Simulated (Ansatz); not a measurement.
AgPt in space group R-3m (No. 166; Ag on 3a, Pt on 3b) at seven volumes, the program Ansatz at the PBEsol level (PAW), shape and atoms relaxed at each. One row is withheld.

```
V (Å³/atom)  P (GPa)
-----------  -------
14.200             ?
14.668         14.53
15.137          6.55
15.605          0.00
16.073         -5.37
16.541         -9.76
17.009        -13.33
```

Question: Fit the shown pressures and predict the withheld one.

Answer: Third-order Birch–Murnaghan: P = (3/2)B₀(x^(7/2) − x^(5/2))[1 + (3/4)(B′ − 4)(x − 1)] with x = (V₀/V)^(2/3). Least squares on the six rows gives V₀ = 15.605 Å³/atom, B₀ = 197.3 GPa, B′ = 5.62. At V = 14.200, x = 1.0649 and P = 24.26 GPa. The run itself gave 24.22 GPa.

The workflow started from a Materials Project entry (that database holds measured and hypothetical structures alike); the Crystallography Open Database copy checked does not list it. With Ag and Pt taken as one species the cell has the higher symmetry Fm-3m, so it may be an ordered model of a mixed-site phase. Its standing as an ambient phase is unchecked. The PBEsol relaxation kept the symmetry of its start; whether a distortion lowers the energy is not shown. No spin polarisation was allowed. Scalar-relativistic: spin–orbit coupling is off unless named, which matters more the heavier the elements.

Potentials: the later of the program's two PAW sets.
